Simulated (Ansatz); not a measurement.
Relaxed-ion elastic tensor of CaSe (rock salt, space group No. 225) in GPa (Voigt order), plane-wave PAW LDA (Ansatz code); density 4.07 g/cm³, 24.27 Å³ per atom.

```csv
,1,2,3,4,5,6
1,133,19.5,19.5,0.0,0.0,0.0
2,19.5,133,19.5,0.0,0.0,0.0
3,19.5,19.5,133,0.0,0.0,0.0
4,0.0,0.0,0.0,28.7,0.0,0.0
5,0.0,0.0,0.0,0.0,28.7,0.0
6,0.0,0.0,0.0,0.0,0.0,28.7
```

**Question.** Is the crystal mechanically stable?

**Answer.** Yes: the smallest eigenvalue of C is 28.7 GPa.

**Question.** Work out the Voigt, Reuss and Hill averages.

**Answer.** K_V = 57.3, K_R = 57.3, K_H = 57.3; G_V = 39.9, G_R = 35.8, G_H = 37.9 GPa.

**Question.** Give Young's modulus, Poisson's ratio, Pugh's ratio and the universal anisotropy index.

**Answer.** E = 9KG/(3K + G) = 93.1 GPa; ν = 0.23; K/G = 1.51 (brittle by the Pugh limit of 1.75); A_U = 5G_V/G_R + K_V/K_R − 6 = 0.58.

**Question.** Estimate the sound speeds and the Debye temperature.

**Answer.** v_l = √((K + 4G/3)/ρ) = 5150 m/s, v_t = √(G/ρ) = 3050 m/s, mean 3380 m/s; Θ = (h/k)(3n/4πV)^(1/3) v_m = 347 K.

**Question.** Give the Zener ratio and Young's modulus along [100], [110] and [111].

**Answer.** A = 2C44/(C11 − C12) = 0.51; 1/E = S11 − 2(S11 − S12 − S44/2)Γ with Γ = 0, 1/4, 1/3 gives 128, 82.6, 73.9 GPa.

**Question.** Solve the Christoffel equation for the three sound speeds along [100], [110], [111].

**Answer.** Eigenvalues of C_ijkl n_j n_l equal ρv². In km/s, slowest first: [100] 2.66, 2.66, 5.71; [110] 2.66, 3.73, 5.08; [111] 3.41, 3.41, 4.85.

Space group Fm-3m (rock salt). Symmetry was held in the LDA relaxation; phonons on a q-mesh show no instability.

Potentials: the later of the program's two PAW sets.
